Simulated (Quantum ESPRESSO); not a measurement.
Al3Au2TiRhPt, input and log of a self-consistent run

A calculation, not a measurement. The program is pw.x of Quantum ESPRESSO 7.5 (plane-wave density functional theory). The cell is made up: eight metal atoms on a face-centred cubic lattice, with elements, volume, strain and displacements drawn at random and not relaxed, so it may be unstable or far from any real phase. PseudoDojo standard norm-conserving files set the functional (PBE unless stated); there is no spin polarisation or spin-orbit coupling, the Fermi-Dirac width of 0.25 eV means electrons at about 2900 K, and the masses in the input are unused placeholders. Heavy elements are run without spin-orbit coupling, which real alloys of them have. A spin test at this wide smearing found no moment, but such smearing suppresses magnetism that the real alloy may have.

Input:

```
&control calculation='scf', pseudo_dir='./dojo.nc.sr.pbe.v0_5.standard.upf', outdir='./o', disk_io='minimal', tprnfor=.true., tstress=.true. /
&system ibrav=0, nat=8, ntyp=5, nbnd=59, ecutwfc=87.97787729, nosym=.true., tot_charge=0,
 occupations='smearing', smearing='fd', degauss=0.0183746611
/
&electrons conv_thr=1.470e-08, electron_maxstep=70, mixing_beta=0.5 /
ATOMIC_SPECIES
Al 1.0 Al.upf
Au 1.0 Au.upf
Pt 1.0 Pt.upf
Rh 1.0 Rh.upf
Ti 1.0 Ti.upf
CELL_PARAMETERS angstrom
0.0173 2.0272 2.0529
-4.1009 -0.0611 0.0266
-0.1754 -7.8159 7.9188
ATOMIC_POSITIONS angstrom
Al -0.0678 0.0643 -0.1042
Al 0.0114 -1.8963 1.9483
Au -0.0674 -4.1063 3.8946
Al -0.0033 -5.9729 5.913
Au -1.9191 -0.1851 2.1678
Ti -2.0702 -1.8523 4.1261
Rh -2.1112 -3.8722 6.068
Pt -2.1844 -5.7273 7.9351
K_POINTS automatic
8 6 2 1 1 1
```

The log is shortened where brackets say so; the opening notice, blank lines, dates and the lines on written files are dropped, and the path of the files is cut. It prints rydbergs, bohrs and kilobars, and counts compression as positive stress. Its total energy is the free energy E - TS of the whole cell.

```
     Program PWSCF v.7.5
     Parallel version (MPI & OpenMP), running on       4 processor cores
     Number of MPI processes:                 4
     Threads/MPI process:                     1
     [start-up lines left out]
     bravais-lattice index     =            0
     lattice parameter (alat)  =       5.4522  a.u.
     unit-cell volume          =     888.0504 (a.u.)^3
     number of atoms/cell      =            8
     number of atomic types    =            5
     number of electrons       =        94.00
     number of Kohn-Sham states=           59
     kinetic-energy cutoff     =      87.9779  Ry
     charge density cutoff     =     351.9115  Ry
     scf convergence threshold =      1.5E-08
     mixing beta               =       0.5000
     number of iterations used =            8  plain     mixing
     Exchange-correlation= PBE
                           (   1   4   3   4   0   0   0)
     [axes and pseudopotential details left out]
   Cartesian axes
     site n.     atom                  positions (alat units)
         1        Al     tau(   1) = (  -0.0234994   0.0222863  -0.0361157  )
         2        Al     tau(   2) = (   0.0039512  -0.6572564   0.6752796  )
         3        Au     tau(   3) = (  -0.0233608  -1.4232410   1.3498659  )
         4        Al     tau(   4) = (  -0.0011438  -2.0702034   2.0494421  )
         5        Au     tau(   5) = (  -0.6651588  -0.0641555   0.7513581  )
         6        Ti     tau(   6) = (  -0.7175300  -0.6420060   1.4301037  )
         7        Rh     tau(   7) = (  -0.7317406  -1.3421021   2.1031650  )
         8        Pt     tau(   8) = (  -0.7571117  -1.9850786   2.7503007  )
     number of k points=    48  Fermi-Dirac smearing, width (Ry)=  0.0184
                       cart. coord. in units 2pi/alat
        k(    1) = (  -0.0580401  -0.0007461   0.0890643), wk =   0.0416667
        k(    2) = (  -0.0600062   0.0915476  -0.0020574), wk =   0.0416667
     [further k points left out]
     Dense  grid:    98993 G-vectors     FFT dimensions: (  36,  48, 125)
     Estimated max dynamical RAM per process >     308.80 MB
     Estimated total dynamical RAM >       1.14 GB
     Initial potential from superposition of free atoms
     starting charge      93.9901, renormalised to      94.0000
     Starting wfcs are   62 randomized atomic wfcs
     total cpu time spent up to now is        4.0 secs
     per-process dynamical memory:   234.8 Mb
     Self-consistent Calculation
     iteration #  1     ecut=    87.98 Ry     beta= 0.50
     Davidson diagonalization with overlap
     ethr =  1.00E-02,  avg # of iterations =  4.9
     total cpu time spent up to now is       14.1 secs
     total energy              =   -1219.41863802 Ry
     estimated scf accuracy    <       3.32503956 Ry
     iteration #  2     ecut=    87.98 Ry     beta= 0.50
     Davidson diagonalization with overlap
     ethr =  3.54E-03,  avg # of iterations =  4.9
     total cpu time spent up to now is       24.9 secs
     total energy              =   -1218.31009383 Ry
     estimated scf accuracy    <      48.18084973 Ry
     iteration #  3     ecut=    87.98 Ry     beta= 0.50
     Davidson diagonalization with overlap
     ethr =  3.54E-03,  avg # of iterations =  7.2
     total cpu time spent up to now is       36.5 secs
     total energy              =   -1220.91072948 Ry
     estimated scf accuracy    <       5.37077643 Ry
     iteration #  4     ecut=    87.98 Ry     beta= 0.50
     Davidson diagonalization with overlap
     ethr =  3.54E-03,  avg # of iterations =  2.8
     total cpu time spent up to now is       44.7 secs
     total energy              =   -1221.05926680 Ry
     estimated scf accuracy    <       5.34529284 Ry
     iteration #  5     ecut=    87.98 Ry     beta= 0.50
     Davidson diagonalization with overlap
     ethr =  3.54E-03,  avg # of iterations =  1.8
     total cpu time spent up to now is       52.2 secs
     total energy              =   -1221.34732382 Ry
     estimated scf accuracy    <       1.76258142 Ry
     [iterations 6 to 12 left out]
     iteration # 13     ecut=    87.98 Ry     beta= 0.50
     Davidson diagonalization with overlap
     ethr =  2.50E-08,  avg # of iterations =  2.1
     total cpu time spent up to now is      120.3 secs
     total energy              =   -1221.41548168 Ry
     estimated scf accuracy    <       0.00000376 Ry
     iteration # 14     ecut=    87.98 Ry     beta= 0.50
     Davidson diagonalization with overlap
     ethr =  4.00E-09,  avg # of iterations =  3.0
     total cpu time spent up to now is      128.4 secs
     total energy              =   -1221.41548197 Ry
     estimated scf accuracy    <       0.00000105 Ry
     iteration # 15     ecut=    87.98 Ry     beta= 0.50
     Davidson diagonalization with overlap
     ethr =  1.12E-09,  avg # of iterations =  1.9
     total cpu time spent up to now is      135.9 secs
     total energy              =   -1221.41548204 Ry
     estimated scf accuracy    <       0.00000008 Ry
     iteration # 16     ecut=    87.98 Ry     beta= 0.50
     Davidson diagonalization with overlap
     ethr =  8.38E-11,  avg # of iterations =  2.9
     total cpu time spent up to now is      144.4 secs
     total energy              =   -1221.41548204 Ry
     estimated scf accuracy    <       0.00000020 Ry
     iteration # 17     ecut=    87.98 Ry     beta= 0.50
     Davidson diagonalization with overlap
     ethr =  8.38E-11,  avg # of iterations =  1.6
     total cpu time spent up to now is      151.9 secs
     End of self-consistent calculation
     [lines on levels left out]
!    total energy              =   -1221.41548204 Ry
     estimated scf accuracy    <       0.00000001 Ry
     smearing contrib. (-TS)   =      -0.07977868 Ry
     internal energy E=F+TS    =   -1221.33570336 Ry
     The total energy is F=E-TS. E is the sum of the following terms:
     one-electron contribution =    -627.24416999 Ry
     hartree contribution      =     354.01865990 Ry
     xc contribution           =    -213.59609350 Ry
     ewald contribution        =    -734.51409977 Ry
     convergence has been achieved in  17 iterations
     Forces acting on atoms (cartesian axes, Ry/au):
     atom    1 type  1   force =     0.00270027   -0.00517996    0.00441421
     atom    2 type  1   force =     0.01334371   -0.00699524    0.01608750
     atom    3 type  2   force =    -0.00204531    0.05181987    0.00896128
     atom    4 type  1   force =    -0.01628822    0.05119098   -0.03955182
     atom    5 type  2   force =    -0.01566013    0.04466013   -0.04642935
     atom    6 type  5   force =    -0.00519687   -0.06536184    0.03218156
     atom    7 type  4   force =     0.01433211   -0.01188609   -0.02329200
     atom    8 type  3   force =     0.00881445   -0.05824784    0.04762862
     Total force =     0.155299     Total SCF correction =     0.000646
     Computing stress (Cartesian axis) and pressure
          total   stress  (Ry/bohr**3)                   (kbar)     P=      -16.78
  -0.00051350  -0.00011721   0.00002484          -75.54      -17.24        3.65
  -0.00011721   0.00009323  -0.00019332          -17.24       13.71      -28.44
   0.00002484  -0.00019332   0.00007816            3.65      -28.44       11.50
     init_run     :      3.79s CPU      3.93s WALL (       1 calls)
     electrons    :    147.52s CPU    147.92s WALL (       1 calls)
     forces       :      1.59s CPU      1.61s WALL (       1 calls)
     stress       :      5.40s CPU      5.53s WALL (       1 calls)
     [timing details left out]
     PWSCF        :   2m38.39s CPU   2m39.13s WALL
     JOB DONE.
```

In other units: free energy -16618.204 eV for the cell, pressure -1.68 GPa, largest force component 1.681 eV/Å in size. The run took 161 s of wall time with four MPI processes on a shared machine (Intel Xeon, 2023 or later, virtual cores), so the time is rough. A rerun of this cell at a higher cutoff and on a denser mesh moved values by no more than 0.002 eV in energy, 0.04 GPa in stress and 0.010 eV/Å in force, and a second program with other atomic files agreed on that cell to 2 % rms in force and 0.5 GPa in pressure.